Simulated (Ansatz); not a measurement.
GaAs (zinc blende)

```
GaAs
1.0
    0.00000     2.87279     2.87279
    2.87279     0.00000     2.87279
    2.87279     2.87279     0.00000
As Ga
1 1
Direct
  0.75000   0.75000   0.75000
  0.00000   0.00000   0.00000
```

This relaxed cell (volume V₀) is scaled evenly in all directions, its shape held. Symmetry pins the atoms to their sites.

The numbers are results of PBE (plane waves to 420 eV, PAW, scalar-relativistic; Ansatz, an electronic-structure program), not measurements. k mesh 10×10×10 (Γ-centred), Fermi-Dirac smearing 0.05 eV. Compression counts positive. GaAs was relaxed with its symmetry unable to fall.

At one point of the scan the stress tensor (GPa) is:

```
  -1.82     0.00     0.00
   0.00    -1.82     0.00
   0.00     0.00    -1.82
```

**Question.** Which point is it?
A. V/V₀ = 1.083
B. V/V₀ = 1.050
C. V/V₀ = 1.100
D. V/V₀ = 1.033

**Answer.** D, V/V₀ = 1.033

(A scan under strain: stresses follow from slopes of the energy per volume, elastic moduli from its curvatures.)
